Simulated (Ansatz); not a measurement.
CsPbCl3 (cubic perovskite)

```yaml
crystal:
  lattice:
    - [5.61855, 0.00000, 0.00000]
    - [0.00000, 5.61855, 0.00000]
    - [0.00000, 0.00000, 5.61855]
  atoms:
    - { symbol: Cs, position: [0.00000, 0.00000, 0.00000] }
    - { symbol: Pb, position: [0.50000, 0.50000, 0.50000] }
    - { symbol: Cl, position: [0.00000, 0.50000, 0.50000] }
    - { symbol: Cl, position: [0.50000, 0.50000, 0.00000] }
    - { symbol: Cl, position: [0.50000, 0.00000, 0.50000] }
```

The volume is varied about the relaxed value V₀ at fixed cell shape. Symmetry pins the atoms to their sites.

Level of theory: PBEsol (plane waves to 420 eV, PAW, scalar-relativistic; Ansatz, a quantum-chemistry and plane-wave program). k mesh 6×6×6 (Γ-centred), Fermi-Dirac smearing 0.05 eV. E stands for the smeared free energy. Stress and pressure are positive under compression. CsPbCl3 was relaxed with its symmetry unable to fall. Spin-orbit coupling is left out, though Pb is heavy. This is a high-temperature form of CsPbCl3. The zero of ΔE is the relaxed starting cell.

```
V (Å³/atom)  ΔE (meV/atom)
-----------  -------------
33.345            withheld
33.700                 7.7
34.054                 4.8
34.409                 2.7
34.764                 1.2
35.119                 0.3
35.473                 0.0
35.828                 0.3
36.183                 1.1
36.538                 2.3
36.892                 4.1
37.247                 6.3
37.602                 8.9
```

### Question
Fit a third-order Birch-Murnaghan form (E₀, V₀, B₀, B₀′ free) to the given rows and predict ΔE at V = 33.345.

### Answer
Least squares on the 12 given rows: ΔE = E₀ + (9V₀B₀/16)·y²·[2 + (B₀′ − 4)y], y = (V₀/V)^(2/3) − 1, with V₀ = 35.479 Å³/atom, B₀ = 25.00 GPa (160.2 GPa = 1 eV/Å³; the term in eV is multiplied by 1000), B₀′ = 4.64, E₀ = 0.02 meV/atom; root-mean-square residual 0.02 meV/atom. At 33.345 the fit gives 11.3 meV/atom; the calculation gives 11.3 meV/atom, the same to the digits shown. For the pressure the fit gives 1.79 GPa against the computed 1.79 GPa.

(Under strain, the slope of the energy per volume gives the stress and its curvature an elastic modulus.)
